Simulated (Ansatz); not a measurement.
Relaxed-ion elastic tensor of YSi2 in space group P6/mmm (No. 191; Y on 1a, Si on 2d) in GPa (Voigt order), DFT-LDA in the program Ansatz with PAW potentials; density 4.42 g/cm³, 18.15 Å³ per atom.

```tsv
	1	2	3	4	5	6
1	124	128	57.8	0.0	0.0	0.0
2	128	124	57.8	0.0	0.0	0.0
3	57.8	57.8	143	0.0	0.0	0.0
4	0.0	0.0	0.0	58.8	0.0	0.0
5	0.0	0.0	0.0	0.0	58.8	0.0
6	0.0	0.0	0.0	0.0	0.0	-2.3
```

Question: Is the crystal mechanically stable?

Answer: No: the smallest eigenvalue of C is -4.6 GPa.

Its axis ratio c/a = 0.96 departs by over 6 % from that of the usual cell of this phase: another minimum, or an error of the functional. The cell was relaxed with LDA under the symmetry of its start. At this level the phase is mechanically unstable. No spin polarisation was allowed. As this level gives no gap, shear constants depend on the k-mesh and smearing (Fermi–Dirac, 0.1 eV here).

Potentials: the later of the program's two PAW sets.
